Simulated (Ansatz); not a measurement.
NaBe6C3, before and after

The cell of NaBe6C3 is invented: 4-connected net, bridging atoms on its edges, guests in its cages (Cmmm, No. 65) (guest Na). Lengths were set from tabulated atomic sizes, so they are only a guess.

start.xyz

```xyz
10
Lattice="2.7379 -6.3259 0.0000 2.7379 6.3259 0.0000 0.0000 0.0000 4.8511" Properties=species:S:1:pos:R:3 pbc="T T T"
Na    0.0000    0.0000    2.4255
Be    1.3689    3.1629    2.4255
Be    1.3689   -3.1629    2.4255
Be    2.7379   -1.1263    1.2128
Be    2.7379   -1.1263    3.6383
Be    2.7379    1.1263    1.2128
Be    2.7379    1.1263    3.6383
C     2.7379   -2.2526    2.4255
C     2.7379    2.2526    2.4255
C     2.7379    0.0000    0.0000
```

Method: DFT PBE, scalar-relativistic, plane waves, PAW (Ansatz 0.2.0). Cutoff 420 eV, Gaussian smearing, Γ-centred meshes. Cell and atoms relax on a converged mesh. In metals the finer mesh still leaves noise of several meV/atom or more. The steps can't lower the symmetry of their start. No spin polarisation in the relaxation; trial moments died out in a coarse test.

end.xyz

```xyz
10
Lattice="2.5155 -6.8076 0.0000 2.5155 6.8076 0.0000 0.0000 0.0000 4.6601" Properties=species:S:1:pos:R:3 pbc="T T T"
Na    0.0000    0.0000    2.3301
Be    1.2578    3.4038    2.3301
Be    1.2578   -3.4038    2.3301
Be    2.5155   -1.1544    1.1749
Be    2.5155   -1.1544    3.4852
Be    2.5155    1.1544    1.1749
Be    2.5155    1.1544    3.4852
C     2.5155   -2.3491    2.3301
C     2.5155    2.3491    2.3301
C     2.5155    0.0000    0.0000
```

The symmetry stays Cmmm (No. 65). The volume per atom shrinks by 5.0 %, from 16.8 to 16.0 Å³. The shortest distance stays 1.64 Å (Be–C).

```
Volume per atom                           : 15.96 Å³
Density                                   : 1.18 g/cm³
Formation energy                          : +0.30 eV/atom
Gap on the 8×8×8 mesh of the 10-atom cell : 0 eV (a metal)
```

Energies over the elements count from the elements' standard structures at the same level, with no fitted energy shifts. The separate elements lie lower, so it is unstable against them.

The last run used Gaussian smearing of 0.10 eV. An odd number of electrons in the primitive cell allows no gap without spin; a larger cell or a magnetic state could open one. The reference form of C is held partly by dispersion forces, which this level lacks. Symmetry constrained the relaxation, so the result can be a saddle point. In all, the 2 runs took 4.2 min on 1 thread of Arm Neoverse V1, with other jobs on the host.
